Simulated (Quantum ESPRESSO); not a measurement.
# Band energies of Te

```xyz
3
Lattice="4.3137 0.0000 0.0000 -2.1568 3.7357 0.0000 0.0000 0.0000 5.9816" Properties=species:S:1:pos:R:3 pbc="T T T"
Te     1.2231     0.0000     1.9939
Te    -0.6115     1.0592     3.9877
Te     1.5453     2.6765     0.0000
```

norm-conserving PBE (stringent potentials; Quantum ESPRESSO, 107 Ry, scalar-relativistic); path ΓMKΓALHA,LM,KH; energies in eV from the Fermi level.

| k (1/Å) | point | band 32 | band 33 | band 34 | band 35 | band 36 | band 37 | band 38 | band 39 |
|---|---|---|---|---|---|---|---|---|---|
| 0.00 | Γ | -2.60 | -2.60 | -1.77 | -1.77 | -1.13 | 0.98 | 0.98 | 1.70 |
| 0.36 |  | -3.85 | -3.37 | -1.24 | -0.95 | -0.80 | 0.69 | 0.96 | 1.47 |
| 0.72 |  | -4.68 | -3.97 | -3.55 | -0.84 | -0.74 | 0.56 | 0.65 | 2.60 |
| 0.84 | M | -4.65 | -4.01 | -3.87 | -0.86 | -0.74 | 0.58 | 0.58 | 2.52 |
| 1.08 |  | -4.64 | -3.84 | -3.77 | -2.13 | -2.08 | 1.81 | 2.05 | 3.46 |
| 1.33 | K | -4.60 | -3.43 | -3.43 | -3.28 | -3.24 | 3.00 | 3.00 | 3.19 |
| 1.43 |  | -4.68 | -3.57 | -3.32 | -3.03 | -3.02 | 2.73 | 2.99 | 3.11 |
| 1.87 |  | -4.50 | -2.93 | -1.96 | -1.16 | -1.15 | 1.17 | 1.31 | 1.72 |
| 2.19 |  | -2.94 | -2.67 | -1.65 | -1.34 | -0.95 | 0.81 | 0.93 | 1.60 |
| 2.30 | Γ | -2.60 | -2.60 | -1.77 | -1.77 | -1.13 | 0.98 | 0.98 | 1.70 |
| 2.51 |  | -2.87 | -2.47 | -1.62 | -1.41 | -1.06 | 0.69 | 0.73 | 1.31 |
| 2.82 | A | -2.65 | -2.65 | -1.28 | -0.86 | -0.86 | 0.26 | 0.37 | 0.37 |
| 3.14 |  | -3.42 | -2.91 | -2.27 | -1.88 | -1.52 | 1.05 | 1.53 | 2.13 |
| 3.56 |  | -3.75 | -3.57 | -2.72 | -2.46 | -0.67 | 0.70 | 1.95 | 2.62 |
| 3.66 | L | -3.68 | -3.67 | -2.75 | -2.49 | -0.36 | 0.35 | 1.99 | 2.64 |
| 3.86 |  | -4.50 | -4.37 | -1.78 | -1.77 | -0.29 | 0.40 | 1.64 | 2.17 |
| 4.15 | H | -5.39 | -5.39 | -0.92 | -0.03 | -0.03 | 0.00 | 0.93 | 0.93 |
| 4.41 |  | -5.04 | -4.62 | -1.61 | -1.24 | -0.34 | 0.64 | 1.62 | 1.67 |
| 4.68 |  | -3.82 | -3.76 | -2.35 | -2.04 | -0.68 | 0.54 | 2.22 | 2.29 |
| 5.03 |  | -2.69 | -2.66 | -1.49 | -1.16 | -0.91 | 0.30 | 0.65 | 0.67 |
| 5.12 | A | -2.65 | -2.65 | -1.28 | -0.86 | -0.86 | 0.26 | 0.37 | 0.37 |
| 5.12 | L | -3.68 | -3.67 | -2.75 | -2.49 | -0.36 | 0.35 | 1.99 | 2.64 |
| 5.23 |  | -4.04 | -3.57 | -2.56 | -2.32 | -1.02 | 1.03 | 1.79 | 2.53 |
| 5.54 |  | -4.91 | -3.94 | -3.48 | -1.09 | -0.98 | 0.61 | 1.01 | 2.65 |
| 5.65 | M | -4.65 | -4.01 | -3.87 | -0.86 | -0.74 | 0.58 | 0.58 | 2.52 |
| 5.65 | K | -4.60 | -3.43 | -3.43 | -3.28 | -3.24 | 3.00 | 3.00 | 3.19 |
| 5.75 |  | -4.51 | -3.87 | -3.52 | -2.86 | -2.58 | 2.72 | 2.95 | 3.03 |
| 6.17 | H | -5.39 | -5.39 | -0.92 | -0.03 | -0.03 | 0.00 | 0.93 | 0.93 |

Along the path the PBE gap is only about 0.02 eV, below what this setup resolves reliably; no G0W0 run was built on it. Semilocal functionals shrink small gaps, and the order of the bands at the edge may be inverted.

Without spin-orbit coupling, band edges of such heavy elements can be off by tenths of an eV.

Geometry relaxed with PBE+D3(BJ).
